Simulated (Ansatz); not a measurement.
# YB$_{6}$: sound and stiffness along [100], [110] and [111]

Computed with DFT LDA, scalar-relativistic, plane waves, PAW in Ansatz 0.2.0. Settings: 420 eV plane-wave cutoff, Γ-centred 10×10×10 mesh, Fermi-Dirac smearing of 0.15 eV. No spin polarisation.

Equilibrium structure at this level:
```cif
data_structure
_symmetry_space_group_name_H-M 'Pm-3m'
_symmetry_Int_Tables_number 221
_cell_length_a 4.0414
_cell_length_b 4.0414
_cell_length_c 4.0414
_cell_angle_alpha 90.000
_cell_angle_beta 90.000
_cell_angle_gamma 90.000
_cell_volume 66.01
loop_
_atom_site_label
_atom_site_type_symbol
_atom_site_symmetry_multiplicity
_atom_site_Wyckoff_symbol
_atom_site_fract_x
_atom_site_fract_y
_atom_site_fract_z
_atom_site_occupancy
Y1 Y 1 a 0.00000 0.00000 0.00000 1
B1 B 6 f 0.19901 0.50000 0.50000 1
```

In a metal, frequencies and elastic constants depend on the k mesh and the smearing, soft modes and shear constants most.

With ions relaxed, on the cubic axes: C11 = 492.7, C12 = 31.5, C44 = 36.8 GPa. The density is 3.868 g/cm³.

**Question.** Is the crystal stable against strain, and how anisotropic is it?

**Answer.** Born's conditions hold: C11 + 2C12 = 555.6, C11 − C12 = 461.2 and C44 = 36.8 GPa are all positive. B = (C11 + 2C12)/3 = 185.2 GPa. The two shear moduli are C44 and C′ = (C11 − C12)/2 = 230.6 GPa, so Zener's ratio is A = C44/C′ = 0.16: the shear C44 is the soft one, as in NaCl, KCl, the halide perovskites and the bcc metals V, Nb, Cr and Mo. The Cauchy pressure C12 − C44 is -5.3 GPa; it would vanish for pair forces between atoms on inversion centres at zero pressure, and a negative value is usual with directional bonding, though many-body forces give one in some ionic oxides too.

**Question.** Give the sound speeds along the three symmetry directions.

**Answer.** The Christoffel equation gives ρv² for each branch:
```csv
direction,branch,ρv²,GPa,v (m/s)
[100],L,C11,492.7,11286
[100],T (×2),C44,36.8,3083
[110],L,(C11 + C12 + 2C44)/2,298.9,8790
[110],"T, u ∥ [001]",C44,36.8,3083
[110],"T, u ∥ [1-10]",(C11 − C12)/2,230.6,7721
[111],L,(C11 + 2C12 + 4C44)/3,234.3,7782
[111],T (×2),(C11 − C12 + C44)/3,166.0,6551
```

**Question.** How does Young's modulus depend on direction?

**Answer.** Inverting gives S11 = 2.045, S12 = -0.123, S44 = 27.189 TPa⁻¹. Along a unit vector (l, m, n), 1/E = S11 − 2(S11 − S12 − S44/2)(l²m² + m²n² + n²l²), where the last bracket is 0, 1/4 and 1/3 for [100], [110] and [111]: E = 489, 129 and 103 GPa. With A < 1 the cube edge is stiffest. For a film on (001), the biaxial modulus is C11 + C12 − 2C12²/C11 = 520 GPa and the normal strain is −2C12/C11 = -0.13 times the in-plane one.

Cost: 2 runs of about 5.8 core-minutes in all, on Arm Neoverse V1 (shared hosts).